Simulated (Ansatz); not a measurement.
TiO2:
```cif
data_O8Ti4
_chemical_formula_sum 'Ti4 O8'
_space_group_name_H-M_alt 'I41/amd :1'
_space_group_IT_number 141
_space_group_name_Hall 'I 4bw 2bw -1bw'
_cell_length_a 3.76895
_cell_length_b 3.76895
_cell_length_c 9.56059
_cell_angle_alpha 90.000
_cell_angle_beta 90.000
_cell_angle_gamma 90.000
loop_
_atom_site_label
_atom_site_type_symbol
_atom_site_symmetry_multiplicity
_atom_site_Wyckoff_symbol
_atom_site_fract_x
_atom_site_fract_y
_atom_site_fract_z
_atom_site_occupancy
Ti1 Ti 4 a 0.00000 0.00000 0.00000 1
O1 O 8 e 0.00000 0.00000 0.20739 1
```
(The calculation used a cell of 6 atoms; values per cell refer to that cell.)

Relaxed with PBEsol. PBEsol in the plane-wave PAW code Ansatz gives a gap of 2.11 eV.

Problem. What gap does HSE06 give on the same cell (Ansatz, PAW)?

Solution. 3.66 eV, 1.54 eV more. The hybrid was solved on a coarser mesh and at special points; its gap is the smallest among all of these.

```tsv
k	v1 PBEsol	c1 PBEsol	v1 HSE06	c1 HSE06
Γ	-0.47	2.11	-0.49	3.66
M	-0.11	2.47	…	…
X	-0.05	3.35	-0.06	5.02
P	-0.26	3.60	-0.25	5.27
N	-0.65	3.27	…	…
S0	-0.81	3.25	…	…
R	-0.09	3.32	…	…
```

Problem. Top valence (v1) and lowest conduction level (c1) in eV from each method's valence maximum (which need not be a listed point): supply the withheld HSE06 values.

Solution. 
- R, v1 HSE06: -0.10
- R, c1 HSE06: 4.99
- N, v1 HSE06: -0.72
- N, c1 HSE06: 4.95
- S0, v1 HSE06: -0.91
- S0, c1 HSE06: 4.88
- M, v1 HSE06: -0.11
- M, c1 HSE06: 4.06

Cost on shared cores: the PBEsol run (SCF on a 10×10×10 mesh, then bands and DOS) very roughly 40 core-seconds, the HSE06 run (SCF on 6×6×6, then a few points) very roughly 4 core-minutes; the tasks are unlike.

Space group I4_1/amd (anatase). The cell was relaxed with PBEsol under the symmetry of its start. The run is not spin-polarised.

Potentials: the earlier of the program's two PAW sets.
